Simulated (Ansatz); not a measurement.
Relaxed TiB2 (AlB2 type, space group P6/mmm):

```xyz
3
Lattice="3.0318 0.0000 0.0000 -1.5159 2.6256 0.0000 0.0000 0.0000 3.2243" Properties=species:S:1:pos:R:3 pbc="T T T"
Ti     0.0000     0.0000     0.0000
B      0.0000     1.7504     1.6121
B      1.5159     0.8752     1.6121
```

In this cell atom 1 (Ti, nearest neighbour B at 2.380 Å; its periodic images, 3.0 Å or more away, move with it) is moved by s along Cartesian x, unit vector (1.000, 0.000, 0.000); all other atoms and the cell stay fixed.

The numbers are results of PBE (plane waves to 420 eV, PAW, scalar-relativistic; Ansatz, a program for electronic structure), not measurements. k mesh 14×14×12 (Γ-centred), Fermi-Dirac smearing 0.05 eV. Energies are smeared free energies. With partly filled bands, energies and forces of such displacements shift with the k mesh and the smearing. The PAW data are Ansatz's earlier set. TiB2 is run without spin polarisation. TiB2 was relaxed with its symmetry unable to fall. The zero of ΔE is the undisplaced structure. The last digit holds for this mesh only.

| s (Å) | ΔE (meV/cell) |
|---|---|
| -0.480 | withheld |
| -0.384 | 1020.2 |
| -0.288 | 581.8 |
| -0.192 | 260.2 |
| -0.096 | 65.6 |
| 0.000 | 0.0 |
| 0.096 | 65.6 |
| 0.192 | 260.2 |
| 0.288 | 581.8 |
| 0.384 | 1020.2 |
| 0.480 | withheld |

### Question
Fit an even polynomial form (powers 2, 4, 6) to the given rows and predict ΔE at s = 0.480.

### Answer
Least squares on the 9 given rows: ΔE = (7090)·s² + (-607.8)·s⁴ + (-3762)·s⁶, in meV/cell with s in Å; root-mean-square residual 0.17 meV/cell. At 0.480 the fit gives 1555.3 meV/cell; the calculation gives 1552.1 meV/cell, so the extrapolation is off by 3.2 (+0.2 %). The quadratic term alone would give 1633.5 meV/cell.

(For displaced atoms, the force is minus the slope of the energy, and its curvature is a force constant, which sets phonon frequencies.)
